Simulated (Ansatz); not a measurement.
Relaxation of Co

All numbers below come from DFT PBEsol, scalar-relativistic, plane waves, PAW (Ansatz 0.2.0). Run with 420 eV cutoff, 18×18×10 k-mesh, Gaussian smearing of 0.10 eV, collinear spin.

What was changed in Sr: Sr → Co on all its sites, cell and atoms relaxed.

Command:

```bash
ansatz run input.yaml --threads 1 --pin off --max-ram 2560MiB --backend cpu --events-out ev --progress --plain --runs-dir out
```

Input:

```yaml
crystal:
  lattice:
    - [2.4532201754, 0.0, 0.0]
    - [-1.2266100877, 2.124550993, 0.0]
    - [0.0, 0.0, 3.9700623093]
  atoms:
    - { symbol: Co, position: [0.3333333333, 0.6666666667, 0.25], spin: 1.77 }
    - { symbol: Co, position: [0.6666666667, 0.3333333333, 0.75], spin: 1.77 }
basis:
  ecutwfc: 420
kpoints:
  mp_grid: { grid: [18, 18, 10] }
hamiltonian:
  xc: pbesol
scf:
  occupations: { method: gaussian, width: 0.1 }
output:
  forces: true
  stress: true
  eigenvalues: true
  populations: true
magnetization:
  spin_polarized: true
relax:
  adjacent_minimum: "off"
  f_tol: 0.01
  max_steps: 60
  cell: { stress_tol: 0.1 }
```

F is the free energy. Steps run on the plane waves of an earlier cell, but the last one, and at times one on the way, on a freshly chosen basis, so a repeated geometry can differ a little in energy.

Steps:

```
step F − F(1) (eV) largest force component (eV/Å) V (Å³/atom) P (GPa)
   1         0.0000                           0.000       10.346     0.64
   2        -0.0001                           0.000       10.360     0.30
   3        -0.0001                           0.000       10.372     0.00
   4        -0.0001                           0.000       10.372     0.00
```

Relaxed structure:

```yaml
crystal:
  lattice:
    - [2.45641, 0.00000, 0.00000]
    - [-1.22820, 2.12731, 0.00000]
    - [0.00000, 0.00000, 3.96968]
  atoms:
    - { symbol: Co, position: [0.33333, 0.66667, 0.25000] }
    - { symbol: Co, position: [0.66667, 0.33333, 0.75000] }
```

The structure is hexagonal, space group P6_3/mmc (No. 194). Conventional cell: a = 2.456 Å, b = 2.456 Å, c = 3.970 Å, α = 90.00°, β = 90.00°, γ = 120.00°. Around Co (site symmetry -6m2) lie 12 Co at 2.44 to 2.46 Å.

The run converged. It took 2.3 min on 1 thread of AMD EPYC 7571, with other jobs on the host, peak memory 0.48 GiB.